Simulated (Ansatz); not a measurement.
All numbers below come from DFT PBE, scalar-relativistic, plane waves, PAW in Ansatz 0.2.0. All cells share a 420 eV cutoff and Γ-centred k meshes spaced about 0.3 Å⁻¹ or finer (0.25 for metals, 2π included). No spin polarisation.

Relaxed structures of Cu5Mo, with energies over the first row. Coordination counts all near atoms (those within 1.25 times the shortest distance at each site).

```
#    form                         sites  V (Å³/atom)  coordination  ΔE (meV/atom)
1  P4/nmm  Cu 2c, 2c, 2c, 2c, 2c; Mo 2c         12.6  Cu 12, Mo 12              0
2   P-3m1  Cu 2c, 2d, 2c, 2d, 2d; Mo 2d         12.9  Cu 12, Mo 12             45
3   P-3m1          Cu 2d, 2d, 1b; Mo 1a         12.8  Cu 12, Mo 12             65
4   P-6m2          Cu 2i, 2g, 1f; Mo 1a         12.8  Cu 12, Mo 12             70
```

A further structure, relaxed alike:

```cif
data_structure
_symmetry_space_group_name_H-M 'P4/mmm'
_symmetry_Int_Tables_number 123
_cell_length_a 2.5863
_cell_length_b 2.5863
_cell_length_c 11.3103
_cell_angle_alpha 90.000
_cell_angle_beta 90.000
_cell_angle_gamma 90.000
_cell_volume 75.65
loop_
_atom_site_label
_atom_site_type_symbol
_atom_site_symmetry_multiplicity
_atom_site_Wyckoff_symbol
_atom_site_fract_x
_atom_site_fract_y
_atom_site_fract_z
_atom_site_occupancy
Cu1 Cu 2 h 0.50000 0.50000 0.34158 1
Cu2 Cu 2 g 0.00000 0.00000 0.18129 1
Cu3 Cu 1 b 0.00000 0.00000 0.50000 1
Mo1 Mo 1 c 0.50000 0.50000 0.00000 1
```

Task: Place it among the others.

Result: It falls between rows 1 and 2, 18 meV/atom above row 1, with space group P4/mmm (No. 123) and 12.6 Å³/atom. Counting all near atoms, this cell and row 1 both have Cu 12, Mo 12. Around Cu on a site of symmetry 4mm lie 12 Cu at 2.56–2.59 Å; around Cu on a second site of symmetry 4mm lie 8 Cu at 2.58–2.59 Å and 4 Mo at 2.75 Å; Cu on a site of symmetry 4/mmm is surrounded by 12 Cu at 2.56–2.59 Å; Mo is surrounded by 4 Mo at 2.59 Å and 8 Cu at 2.75 Å.

Even the lowest cell shown lies +0.07 eV/atom against the elements' standard structures at this level. The k mesh leaves some 4 meV/atom of noise in the energy of each metallic cell. Trial moments fell under 0.15 μB along the way in P4/nmm, P4/mmm, P-3m1 and P-6m2; another start might hold them. With atoms moved at random, row 1 came back. Row 2, row 3, row 4 and the further cell had no clear such test and can be saddle points. Some types were kept out of the candidates beforehand, so the set may lack a known form.
